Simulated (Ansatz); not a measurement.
Lu$_{2}$AlSi$_{2}$ in space group Immm (No. 71; Lu on 4j, Si on 4h, Al on 2a) under volume change, r²SCAN (plane waves, PAW; program Ansatz), shape and atoms relaxed at each volume.

```json
[
 {"V (Å³/atom)": "17.173", "E − E(relaxed) (meV/atom)": "54.8", "P (GPa)": "11.36"},
 {"V (Å³/atom)": "17.739", "E − E(relaxed) (meV/atom)": "___", "P (GPa)": "___"},
 {"V (Å³/atom)": "18.306", "E − E(relaxed) (meV/atom)": "5.3", "P (GPa)": "3.11"},
 {"V (Å³/atom)": "18.872", "E − E(relaxed) (meV/atom)": "0.0", "P (GPa)": "0.00"},
 {"V (Å³/atom)": "19.438", "E − E(relaxed) (meV/atom)": "4.8", "P (GPa)": "-2.68"},
 {"V (Å³/atom)": "20.004", "E − E(relaxed) (meV/atom)": "___", "P (GPa)": "___"}
]
```

Question: Fill in the missing entries.

Answer: 
- 17.739, E − E(relaxed) (meV/atom): 22.8
- 17.739, P (GPa): 6.89
- 20.004, E − E(relaxed) (meV/atom): 18.6
- 20.004, P (GPa): -5.03

Question: What does a third-order Birch–Murnaghan fit give for V₀, B₀ and B′?

Answer: V₀ = 18.87 Å³/atom, B₀ = 97.5 GPa, B′ = 4.5.

The workflow started from an entry of the Crystallography Open Database (COD). Its standing as an ambient phase is unchecked. Symmetry was held in the r²SCAN relaxation; whether a distortion lowers the energy is not shown. Scalar-relativistic: spin–orbit coupling is off unless named, which matters more the heavier the elements.

Potentials: the later of the program's two PAW sets.
